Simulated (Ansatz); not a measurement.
# 7 guesses for Al2BAs2 and where they end

All numbers below come from Ansatz, DFT PBE, scalar-relativistic, plane waves, PAW. Settings: cutoff 420 eV, Γ-centred meshes spaced at most about 0.3 Å⁻¹, and about 0.25 Å⁻¹ or finer for metals (2π included), Gaussian smearing. No spin polarisation in the final relaxations.

Each guess was relaxed in cell and atoms at zero pressure, within the symmetry of its start. These are static total energies at zero pressure. Coordination counts As or B atoms around Al (for each partner element, those within 1.25 times its shortest distance or 1.15 times the sum of covalent radii, where it is the nearest in units of that sum or under 1.3; a plus sign parts groups by distance over the sum of covalent radii).

```tsv
guess	made from	start group	V start (Å³/atom)	end group	V end (Å³/atom)	coordination at the end	gap on mesh (eV)	E over the lowest end (meV/atom)
1	Nb2CS2 type	P-3m1	14.8	P-3m1	17.3	Al 6	0	0
2	random cell	P4/mmm	20.1	?	?	?	?	?
3	random cell	I4/mmm	18.2	I4/mmm	18.5	Al 5	0	414
4	Sr2ZnAs2 type	P-6m2	20.0	P-6m2	17.5	Al 3+3	0	148
5	LaNi2As2 type	I4/mmm	14.9	I4/mmm (ThCr2Si2)	19.4	Al 4	0	545
6	CaZn2Ge2 type	I4/mmm	18.1	I4/mmm (ThCr2Si2)	19.9	Al 4	0	692
7	random cell	P4mm	18.1	P4mm	17.6	Al 3+1	0	146
```

Guess 2 as it starts:

```xyz
5
Lattice="3.6401 0.0000 0.0000 0.0000 3.6401 0.0000 0.0000 0.0000 7.5970" Properties=species:S:1:pos:R:3 pbc="T T T"
Al    0.0000    0.0000    2.4047
Al    0.0000    0.0000    5.1923
B     0.0000    0.0000    3.7985
As    0.0000    0.0000    0.9878
As    0.0000    0.0000    6.6093
```

Q: Fill in the missing row: what does this guess relax into, and where does it rank?

A: It ends in space group P4/mmm (No. 123), with a = 2.701 Å, c = 12.391 Å, 18.1 Å³/atom and no gap. It lies 0.42 eV/atom over the lowest end, within the noise of guess 3 and below guess 5. Counting As or B atoms around Al, this end has Al 2 and the lowest (guess 1) has Al 6.

```cif
data_structure
_symmetry_space_group_name_H-M 'P 1'
_symmetry_Int_Tables_number 1
_cell_length_a 2.7007
_cell_length_b 2.7007
_cell_length_c 12.3907
_cell_angle_alpha 90.000
_cell_angle_beta 90.000
_cell_angle_gamma 90.000
_cell_volume 90.37
loop_
_atom_site_label
_atom_site_type_symbol
_atom_site_fract_x
_atom_site_fract_y
_atom_site_fract_z
_atom_site_occupancy
Al1 Al 0.00000 0.00000 0.32884 1
Al2 Al 0.00000 0.00000 0.67116 1
B1 B 0.00000 0.00000 0.50000 1
As1 As 0.00000 0.00000 0.10741 1
As2 As 0.00000 0.00000 0.89259 1
```

Energies over the elements count from the elements' standard structures at the same level, with no fitted energy shifts.

Q: Is the lowest end bound against the elements?

A: No: its formation energy is +0.24 eV/atom. It can't be a ground state, since the elements alone are lower.

The k mesh leaves some 4 meV/atom of noise in the energy of each metallic cell. No dispersion correction is applied, so the spacing and binding between layers, chains or molecules are poorly described (P-3m1, P-6m2, I4/mmm at 19.4 Å³/atom), and this can change margins and order among such cells. In P-3m1, P4mm, P-6m2, I4/mmm at 18.5 Å³/atom, P4/mmm and others an odd number of electrons in the primitive cell allows no gap without spin; a larger cell or a magnetic state could open one. A magnetic state wasn't ruled out in cells without spin, among them P-3m1, P4mm, P-6m2, I4/mmm at 18.5 Å³/atom, P4/mmm and others. The reference form of As is held partly by dispersion forces, which this level lacks. Cells relaxed within their symmetry can be saddle points. A lower structure may well exist outside this small set. Some types were kept out of the candidates beforehand, so the set may lack a known form.
